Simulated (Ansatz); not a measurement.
## Zincblende alloy of AlAs and GaP (24 of 32 Al sites, 24 of 32 As sites exchanged), 64 atoms

Ansatz, PAW, plane waves. PBEsol relaxation of volume and atoms (shape held) at the single k point (¼, ¼, ¼) without its symmetry partners; single points on the relaxed atoms at the single k point (¼, ¼, ¼) without its symmetry partners, onto which points of the small cell's zone fold. Arrangement: quasirandom. No spin–orbit coupling unless named.

Relaxed structure:

```yaml
crystal:
  lattice:
    - [10.99993, 0.00000, 0.00000]
    - [0.00000, 10.99993, 0.00000]
    - [0.00000, 0.00000, 10.99993]
  atoms:
    - { symbol: Ga, position: [0.99924, 0.00018, 0.99291] }
    - { symbol: Ga, position: [0.99732, 0.00359, 0.50333] }
    - { symbol: Ga, position: [0.99708, 0.49616, 0.99694] }
    - { symbol: Ga, position: [0.50064, 0.00174, 0.00060] }
    - { symbol: Ga, position: [0.50154, 0.49937, 0.49343] }
    - { symbol: Ga, position: [0.25371, 0.25394, 0.99675] }
    - { symbol: Ga, position: [0.25007, 0.24232, 0.49976] }
    - { symbol: Ga, position: [0.24932, 0.75820, 0.00008] }
    - { symbol: Ga, position: [0.25329, 0.74689, 0.50441] }
    - { symbol: Ga, position: [0.75032, 0.24848, 0.00065] }
    - { symbol: Ga, position: [0.74892, 0.25112, 0.50073] }
    - { symbol: Ga, position: [0.75359, 0.75443, 0.49684] }
    - { symbol: Ga, position: [0.25671, 0.00057, 0.24976] }
    - { symbol: Ga, position: [0.24978, 0.00121, 0.75001] }
    - { symbol: Ga, position: [0.25675, 0.49999, 0.24997] }
    - { symbol: Ga, position: [0.24316, 0.50058, 0.75055] }
    - { symbol: Ga, position: [0.74587, 0.00445, 0.25286] }
    - { symbol: Ga, position: [0.75019, 0.49962, 0.24983] }
    - { symbol: Ga, position: [0.75274, 0.49651, 0.75269] }
    - { symbol: Ga, position: [0.99342, 0.25034, 0.24925] }
    - { symbol: Ga, position: [0.99662, 0.74721, 0.25268] }
    - { symbol: Ga, position: [0.00019, 0.75073, 0.74935] }
    - { symbol: Ga, position: [0.50111, 0.24997, 0.24969] }
    - { symbol: Ga, position: [0.50445, 0.24696, 0.75286] }
    - { symbol: Al, position: [0.99580, 0.50318, 0.50348] }
    - { symbol: Al, position: [0.50048, 0.00034, 0.49976] }
    - { symbol: Al, position: [0.50378, 0.49605, 0.00288] }
    - { symbol: Al, position: [0.74574, 0.74565, 0.99572] }
    - { symbol: Al, position: [0.74961, 0.00011, 0.74939] }
    - { symbol: Al, position: [0.99960, 0.24938, 0.74929] }
    - { symbol: Al, position: [0.50150, 0.75050, 0.24909] }
    - { symbol: Al, position: [0.49950, 0.75733, 0.74918] }
    - { symbol: As, position: [0.12546, 0.12568, 0.12297] }
    - { symbol: As, position: [0.12508, 0.62428, 0.12368] }
    - { symbol: As, position: [0.62670, 0.62595, 0.62428] }
    - { symbol: As, position: [0.37525, 0.37387, 0.62511] }
    - { symbol: As, position: [0.87154, 0.87542, 0.12354] }
    - { symbol: As, position: [0.37540, 0.62578, 0.87604] }
    - { symbol: As, position: [0.12447, 0.37502, 0.37595] }
    - { symbol: As, position: [0.12599, 0.87515, 0.37700] }
    - { symbol: P, position: [0.12453, 0.12423, 0.62643] }
    - { symbol: P, position: [0.12318, 0.62586, 0.62558] }
    - { symbol: P, position: [0.62414, 0.12628, 0.12481] }
    - { symbol: P, position: [0.62576, 0.12454, 0.62437] }
    - { symbol: P, position: [0.62537, 0.62340, 0.12594] }
    - { symbol: P, position: [0.37768, 0.37369, 0.12537] }
    - { symbol: P, position: [0.37803, 0.87641, 0.12443] }
    - { symbol: P, position: [0.37421, 0.87828, 0.62476] }
    - { symbol: P, position: [0.87223, 0.37493, 0.12370] }
    - { symbol: P, position: [0.87436, 0.37400, 0.62576] }
    - { symbol: P, position: [0.87521, 0.87593, 0.62563] }
    - { symbol: P, position: [0.37813, 0.12496, 0.37441] }
    - { symbol: P, position: [0.37612, 0.12475, 0.87482] }
    - { symbol: P, position: [0.37706, 0.62659, 0.37464] }
    - { symbol: P, position: [0.87243, 0.12621, 0.37660] }
    - { symbol: P, position: [0.87363, 0.12581, 0.87301] }
    - { symbol: P, position: [0.87271, 0.62437, 0.37539] }
    - { symbol: P, position: [0.87577, 0.62414, 0.87344] }
    - { symbol: P, position: [0.12331, 0.37345, 0.87400] }
    - { symbol: P, position: [0.12455, 0.87638, 0.87196] }
    - { symbol: P, position: [0.62622, 0.37383, 0.37283] }
    - { symbol: P, position: [0.62730, 0.37272, 0.87644] }
    - { symbol: P, position: [0.62445, 0.87606, 0.37484] }
    - { symbol: P, position: [0.62472, 0.87753, 0.87532] }
```

Task: What are the mean bond lengths by pair (pairs within 1.2 times the sum of covalent radii, less contacts 15 % beyond the pair's median; cation–cation pairs of compounds aside; long ionic contacts are cut short by that bound)?

Result: Al–As 2.437 ± 0.005 Å (standard deviation, 5 bonds); Al–P 2.369 ± 0.006 Å (standard deviation, 27 bonds); As–Ga 2.431 ± 0.005 Å (standard deviation, 27 bonds); Ga–P 2.364 ± 0.007 Å (standard deviation, 69 bonds).

Task: What gap lies between the top filled and the lowest empty level in the single points?

Result: HSE06 2.71 eV (51 s on NVIDIA H100). Away from Γ this isn't the crystal's band gap. An indirect band minimum needn't fold onto Γ of this cell; where it doesn't, these gaps are too wide.
